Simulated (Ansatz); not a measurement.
This cell of Zr (hcp, Mg type) is off equilibrium:

```yaml
crystal:
  lattice:
    - [3.23160, 0.00000, 0.00000]
    - [-1.61580, 2.79864, 0.00000]
    - [0.00000, 0.00000, 5.17363]
  atoms:
    - { symbol: Zr, position: [0.33333, 0.66667, 0.75000] }
    - { symbol: Zr, position: [0.66667, 0.33333, 0.17578] }
```

All values below come from PBE (plane waves to 420 eV, PAW, scalar-relativistic; Ansatz, a first-principles code). k mesh 13×13×7 (Γ-centred), Fermi-Dirac smearing 0.05 eV. Energies are smeared free energies. Compression counts positive. With partly filled bands, energies and forces of such displacements shift with the k mesh and the smearing. The PAW data are Ansatz's earlier set. Zr is run without spin polarisation. Zr was relaxed with its symmetry unable to fall.

Question: Predict the force on every atom, in eV/Å.

Answer: 
| atom | Fx | Fy | Fz |
|---|---|---|---|
| Zr1 | 0.000 | 0.000 | -2.382 |
| Zr2 | 0.000 | 0.000 | 2.382 |

Question: Give the stress tensor in GPa and the pressure.

Answer: 
```
    3.8      0.0      0.0
    0.0      3.8      0.0
    0.0      0.0      8.4
```
The pressure, a third of the trace, is 5.3 GPa.

Question: In it atom 2 sits (0.000, 0.000, -0.384) Å away from its relaxed site. What is its energy relative to the relaxed cell?

Answer: 397 meV/cell.

(For displaced atoms, the force is minus the slope of the energy, and its curvature is a force constant, which sets phonon frequencies.)
